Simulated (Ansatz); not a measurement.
NaI (rock salt) is sheared across one {100} plane: the third cell vector gains the shift, so faults repeat every 9.6 Å. The cut lies between planes 3.20 Å apart; the cell height is held.

```xyz
6
Lattice="4.5273 0.0000 0.0000 0.0000 4.5273 0.0000 2.2637 2.2637 9.6040" Properties=species:S:1:pos:R:3 pbc="T T T"
I      1.8864     1.8864     8.0033
I      1.8864     1.8864     1.6007
I      4.1501     4.1501     4.8020
Na     4.1501     4.1501     8.0033
Na     4.1501     4.1501     1.6007
Na     1.8864     1.8864     4.8020
```

In-plane vectors a = (4.527, 0.000) Å, b = (0.000, 4.527) Å, area 20.50 Å². The shift is x·a + y·b, and the map repeats with period 1 in x and y. The shift is rigid: no atom relaxes. γ = [E(shift) − E(0)] / area.

The numbers are results of PBEsol (plane waves to 420 eV, PAW, scalar-relativistic; Ansatz, a program for electronic structure), not measurements. k mesh 6×6×6 (Γ-centred), Fermi-Dirac smearing 0.05 eV. E is the zero-smearing estimate. Compression counts positive. Faults lie only 9.6 Å apart, and holding the cell height and the atoms raises γ above its relaxed value. NaI was relaxed with its symmetry unable to fall. Spin-orbit coupling is left out, though I is heavy. The zero of γ is zero shift.

γ (meV/Å²), with x across and y down:

```
y \ x  0.000  0.167  0.333  0.500  0.667  0.833
-----  -----  -----  -----  -----  -----  -----
0.000    0.0    3.1   11.2   16.1   11.2    3.1
0.167    3.1    7.6   18.4   24.8   18.4    7.6
0.333   11.2   18.4   35.2   44.9   35.2   18.4
0.500   16.1   24.8   44.9   56.5   44.9   24.8
0.667   11.2   18.4   35.2   44.9   35.2   18.4
0.833    3.1    7.6   18.4   24.8   18.4    7.6
```

σ normal to the fault (GPa), with x across and y down:

| y \ x | 0.000 | 0.167 | 0.333 | 0.500 | 0.667 | 0.833 |
|---|---|---|---|---|---|---|
| 0.000 | 0.0 | 0.0 | 0.4 | 0.7 | 0.4 | 0.0 |
| 0.167 | 0.0 | 0.3 | 1.1 | 1.7 | 1.1 | 0.3 |
| 0.333 | 0.4 | 1.1 | 2.9 | 4.1 | 2.9 | 1.1 |
| 0.500 | 0.7 | 1.7 | 4.1 | 5.6 | 4.1 | 1.7 |
| 0.667 | 0.4 | 1.1 | 2.9 | 4.1 | 2.9 | 1.1 |
| 0.833 | 0.0 | 0.3 | 1.1 | 1.7 | 1.1 | 0.3 |

Read from the data:

The highest γ on the easiest grid path from zero shift to a (an upper estimate of the barrier on so coarse a grid) is 258 mJ/m². Local minima besides zero shift: no grid point is one. Lowest place on the grid: x = 0.000, y = 0.000 (0 mJ/m²). Highest place on the grid: x = 0.500, y = 0.500 (905 mJ/m²).

(The slope of γ gives the shear force per area between the displaced halves; near zero shift its curvature is an elastic stiffness.)
